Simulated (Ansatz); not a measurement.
Space group Pm-3m (No. 221). a = 4.234 Å, b = 4.234 Å, c = 4.234 Å, α = 90.00°, β = 90.00°, γ = 90.00°
| atom | site | symmetry | x | y | z |
| --- | --- | --- | --- | --- | --- |
| Rb | 1a | m-3m | 0.0000 | 0.0000 | 0.0000 |
| Mn | 1b | m-3m | 0.5000 | 0.5000 | 0.5000 |
| F | 3c | 4/mm.m | 0.5000 | 0.0000 | 0.5000 |

Equation of state of this RbMnF$_{3}$ structure (not necessarily the ground state), with shape and atoms relaxed at each volume where symmetry leaves them free. Theory: Ansatz, DFT r2SCAN, scalar-relativistic, plane waves, PAW.

Plane waves to 500 eV, a k mesh through Γ of 6×6×6 on the computed 5-atom cell and Gaussian smearing (0.02 eV); collinear spin.

```
V (Å³/atom) E − E(largest V) (meV/atom) P (GPa) gap on mesh (eV)
     14.268                         3.12     5.18              2.34
     14.723                        -7.50     2.38              2.36
     15.178                       -10.84     0.03              2.39
     15.634                        -8.00    -1.96              2.42
     16.089                         0.00    -3.63              2.45
```

Problem. Fit a third-order Birch–Murnaghan equation to E(V).

Solution. V0 = 15.18 Å³/atom, B0 = 72 GPa, B0' = 4.7.

The state reached may not be the lowest one. The cell holds one magnetic atom, so it can only be ferromagnetic; an antiferromagnetic order may lie lower.

Symmetry holds off the tilts and polar distortions that many cubic perovskites undergo.

Cost: 5 runs of about 2.6 core-minutes in all, on Arm Neoverse V1 (shared hosts).